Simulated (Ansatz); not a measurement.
PbS (zinc blende, F-43m) under volume change, DFT-PBE in the program Ansatz with PAW potentials, scaled uniformly.

| V (Å³/atom) | E − E(relaxed) (meV/atom) | P (GPa) |
|---|---|---|
| 33.413 | 38.5 | 4.04 |
| 34.514 | [?] | [?] |
| 35.616 | [?] | [?] |
| 36.718 | 0.0 | 0.00 |
| 37.819 | 3.4 | -0.98 |
| 38.921 | 13.1 | -1.82 |
| 40.022 | 28.1 | -2.53 |

Task: Fill in the missing entries.

Result: 
- 34.514, E − E(relaxed) (meV/atom): 16.2
- 34.514, P (GPa): 2.48
- 35.616, E − E(relaxed) (meV/atom): 3.8
- 35.616, P (GPa): 1.15

Task: What does a third-order Birch–Murnaghan fit give for V₀, B₀ and B′?

Result: V₀ = 36.72 Å³/atom, B₀ = 35.2 GPa, B′ = 4.2.

The start of the workflow was typed in or built on a structure type; neither database checked (COD, Materials Project) lists it. It is not the phase usual at ambient conditions (space group No. 225). The cell was relaxed with PBE under the symmetry of its start; its stability against distortions is not shown here. Spin–orbit coupling is left out wherever it is not named.

Potentials: the earlier of the program's two PAW sets.
